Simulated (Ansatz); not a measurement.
Ru (P6_3/mmc): bands, slopes and optics on a fine k mesh

Computed with LDA, all-electron LAPW in Ansatz 0.2.0, scalar-relativistic; not a measurement.

Command line:

```sh
ansatz run input.yaml --threads 1 --pin off --max-ram 3072MiB --backend cpu --events-out ev --progress --plain --runs-dir out
```

Input:

```yaml
crystal:
  lattice:
    - [2.70580000002, 0.0, 0.0]
    - [-1.35290000001, 2.34329153757, 0.0]
    - [0.0, 0.0, 4.2819]
  atoms:
    - { symbol: Ru, position: [0.333333333333, 0.666666666667, 0.25] }
    - { symbol: Ru, position: [0.666666666667, 0.333333333333, 0.75] }
kpoints:
  mp_grid: { grid: [12, 12, 6] }
scf:
  occupations: { method: fermi_dirac, width: 0.0272 }
hamiltonian:
  xc: lda
  pseudopotentials: { kind: all_electron, lapw: { basis_error: 0.001 } }
output:
  forces: true
  stress: true
  eigenvalues: true
  eigenstates:
    nscf_kmesh: { grid: [20, 20, 12] }
    de_dk: true
    e_range: [-14, 14]
  optics:
    e_range: [0, 25]
    de: 0.2
    sigma: 0.15
    bands: { spectra_wanted_up_to: 25 }
    nscf_kmesh: { grid: [20, 20, 12] }
    drude_damping: 0.19
checkpoint:
  write: ck
  write_wavefunctions: false
```

Output (shortened where marked):

```
Warning: RAYON_NUM_THREADS=1 ignored (pool sized by the plan → 1); use --threads N
LAPW: plane waves up to 8.580 Å⁻¹, error target 1.0e-3 eV per atom; small_component_spin mean_spin; Ru in spheres of 1.325 Å, 26 of its electrons in bands, Dirac shells [] (how accurate: ...
Engine: ansatz 0.2.0, aarch64-unknown-linux-gnu
Pseudopotentials: kind: all_electron
Pseudopotential: Ru, LAPW, valence charge 26, lapw/all_electron/scalar/gaussian/Ru, Koelling and Harmon's equation, gaussian nucleus
Functional definition: SPW92
  exchange = slater_x
  correlation = pw_c
Crystal: 2 atoms, lattice volume = 27.149 Å³
Basis set: ecut = 280.448683336429 eV, 299 PW (Γ), exchange–correlation at level 2
Bands: 32, of which v1, the nominal top of the filled ones, is band 26 counted from 1 (25 counted from 0)
Symmetry: 24 space group operations
Space group: P63/mmc (ITA 194), of the structure as read, at distance tolerance 3.0e-5 Å
k-points: 76 of 864
Non-local potential: Ru, projectors of the file, none
Initial density: superposition of atomic densities (chi_scale 0.1, normalization cell)
Initial wavefunctions: plane waves of lowest kinetic energy (no species holds an atomic orbital)
[... 20 lines left out ...]
Internal energy: -246349.835308 eV  (E = F + TS)
E sigma→0 (E₀):  -246349.836868 eV
Entropy (-TS):   -0.003120 eV (-1.560 meV/atom)
Fermi energy:    25.432904 eV
--- Per-component energies (eV) ---
  E_band       = -4931.290336
  E_kinetic    = 256095.486249
  E_xc         = -7038.766863
  E_electrostatic = -495406.554694  (all electrons and nuclei)
  E_smearing   = -0.003120  (= −TS)
  E_closure    = 0.000000  (closes the sum)
  Σ components = -246349.838428   (vs F -246349.838428, Δ=0.00e0)
  Basis errors (estimates in eV, not in F): energy 2.1e-4 per atom: plane waves 1.9e-4 (9.8e-5 summed), levels above the bands 3.3e-183, relativity 5.0e-9, radial functions 1.5e-5, core shells 1.3e-6; eigenvalues (radial ...
--- Forces (eV/Å), atoms counted from 1 ---
  atom   1  Ru     0.00000000     0.00000000     0.00000000
  atom   2  Ru     0.00000000     0.00000000     0.00000000
  max |Σ_I F_I| component: 8.33e-17 eV/Å
--- Stress (GPa, compression-positive) ---
      -12.208769       0.000000      -0.000000
        0.000000     -12.208769      -0.000000
        0.000000      -0.000000     -12.781517
  P = ⅓ Tr σ = -12.3997 GPa (-123.997 kbar)
--- Fermi surface from the table of eigenstates, both spin states counted (twice the sheets' area in a run without spin) ---
  How far the three rows differ hints at the mesh's error and does not bound it.
  reading                E - E_F (eV)   area (Å⁻²)  resistivity times mean free path along x, y, z (Ω·m²), under one mean free path over the surface
  by tetrahedra                0.0470       64.436  5.1942e-16  5.1942e-16  4.0442e-16
  by the states' slopes        0.0482       65.368  5.2009e-16  5.2009e-16  3.8924e-16
  on every second point        0.0531       59.383  5.3814e-16  5.3814e-16  4.7376e-16
```

The calculation finished and met its thresholds.

Head of eigenstates.tsv:

```
# spin	ik	k_frac_1	k_frac_2	k_frac_3	k_cart_x_inv_ang	k_cart_y_inv_ang	k_cart_z_inv_ang	n_plane_waves	band	set	set_size	e_ev	residual_ev	de_dk_x_ev_times_ang	de_dk_y_ev_t
# format = ansatz-eigenstates/6
# source = nscf_kmesh_points
# nscf_kmesh_grid = 20 20 12
# nscf_kmesh_shift = 0 0 0
# n_kpoints = 308
# n_rows = 4145
# fermi_ev = 2.543290417028605e1
# fermi_mp_grid = 12 12 6
# fermi_mp_shift = 0 0 0
# fermi_n_kpoints = 76
# fermi_n_bands = 32
# fermi_largest_filled_residual_ev = 6.431122544708052e-7
# n_electrons = 5.2e1
# occupation_method = fermi_dirac
# smearing_width_ev = 2.72e-2
# xc_rung = lda
# e_minus_fermi_range_ev = -1.4e1 1.4e1
# overlap = augmented
# smooth_dims = 15 15 24
# scf_smooth_dims = 15 15 24
# fft_grid_basis = 1 0 0 0 1 0 0 0 1
# n_bands_solved = 37
# n_bands_printed_max = 32
# set_resolution_ev = 8.497552604853161e-6
# degenerate_levels = group_imposed
```

### Fermi surface

Fermi surface of a crystal from Kohn-Sham levels and slopes on the fine mesh, each state quadratic over its cell; bands counted from the lowest that crosses; Cartesian axes as in the input.

```json
{
  "Fine mesh": "20, 20, 12",
  "Density of states at fermi level": "0.802 states/eV/atom",
  "Sommerfeld coefficient": "1.89 mJ/(mol-atom K²)",
  "Plasma energy (x, y, z)": "8.617, 8.617, 9.566 eV",
  "Fermi speed weighted by states": "0.696 ×10⁶ m/s",
  "Fermi surface area mean of spins": "33.57 Å⁻²",
  "By tetrahedra resistivity times free path": "5.194, 5.194, 4.044 ×10⁻¹⁶ Ω·m²",
  "Conductivity over time (x, y, z)": "15.18, 15.18, 18.7 ×10²⁰ Ω⁻¹m⁻¹s⁻¹"
}
```

```tsv
band	filled part	states (states/eV/cell)	speed (×10⁶ m/s)	area (Å⁻²)
1	0.97	0.1678	0.9404	4.745
2	0.65	0.6547	0.6517	12.83
3	0.22	0.4252	0.6516	8.331
4	0.16	0.3562	0.7152	7.661
```

Optical constants:

Independent-particle optical response of a crystal from Kohn-Sham bands on the fine mesh with a Drude term, no local fields or excitons; normal incidence from vacuum, light polarised along x.

```json
{
 "Fine mesh": "20, 20, 12",
 "Line width": "0.15 eV",
 "Drude damping": "0.19 eV",
 "Further gaussian width": "0.3 eV"
}
```

```tsv
photon energy (eV)	refractive index	extinction	reflectivity	loss function	absorption (×10⁵ cm⁻¹)
1.2	4.1	4.066	0.6145	0.03	4.945
2.4	4.976	5.956	0.7204	0.0163	14.49
3.6	2.078	5.349	0.7817	0.0205	19.52
4.8	1.242	3.808	0.7456	0.0368	18.53
6	0.789	2.938	0.7334	0.0541	17.86
7.2	0.511	2.297	0.7295	0.0766	16.77
8.4	0.434	1.629	0.631	0.1753	13.87
9.6	0.548	1.088	0.3878	0.5416	10.59
10.8	0.997	0.721	0.1154	0.6278	7.892
12	1.251	0.772	0.1163	0.4135	9.387
13.2	1.259	0.714	0.1028	0.4097	9.554
14.4	1.401	0.706	0.1053	0.3266	10.31
15.6	1.547	0.722	0.1171	0.2632	11.42
16.8	1.948	0.811	0.1665	0.1593	13.81
18	1.635	1.656	0.3249	0.1846	30.22
19.2	1.213	1.617	0.3542	0.2349	31.47
20.4	0.847	1.461	0.3891	0.3041	30.22
21.6	0.744	1.189	0.3321	0.4572	26.03
22.8	0.755	1.07	0.2852	0.5493	24.73
24	0.752	1.026	0.2703	0.5893	24.96
```

**Dielectric function**

```json
{
  "Fine mesh": "20, 20, 12",
  "Line width": "0.15 eV",
  "Drude damping": "0.19 eV",
  "Further gaussian width": "0.3 eV"
}
```

```csv
photon energy (eV),dielectric real xx,dielectric imag xx,dielectric real zz,dielectric imag zz
1.2,0.278,33.33,-36.54,68.82
2.4,-10.72,59.27,-20.34,40.22
3.6,-24.29,22.23,-13.9,24.23
4.8,-12.96,9.46,-14.9,9.104
6,-8.008,4.633,-7.958,4.294
7.2,-5.017,2.35,-5.268,2.501
8.4,-2.464,1.415,-2.727,1.274
9.6,-0.883,1.192,-0.666,0.909
10.8,0.473,1.437,1.017,1.471
12,0.97,1.931,0.967,2.239
13.2,1.075,1.798,0.998,2.621
14.4,1.464,1.979,1.137,2.368
15.6,1.87,2.233,2.119,2.482
16.8,3.139,3.16,0.966,4.183
18,-0.071,5.416,0.383,3.485
19.2,-1.145,3.922,-0.054,3.624
20.4,-1.418,2.477,-1.151,2.848
21.6,-0.861,1.769,-1.417,2.181
22.8,-0.575,1.616,-1.087,1.277
24,-0.487,1.543,-0.523,1.001
```

Keep in mind: cell far from its zero-pressure volume under this functional; these sums move with the mesh, by several per cent and more for small sheets; spectra summed at the mesh points alone; Drude weight from the Fermi-surface sum.

Cost: 3.3 min on 1 thread of Arm Neoverse V2, on a shared host, peak memory 0.59 GiB.
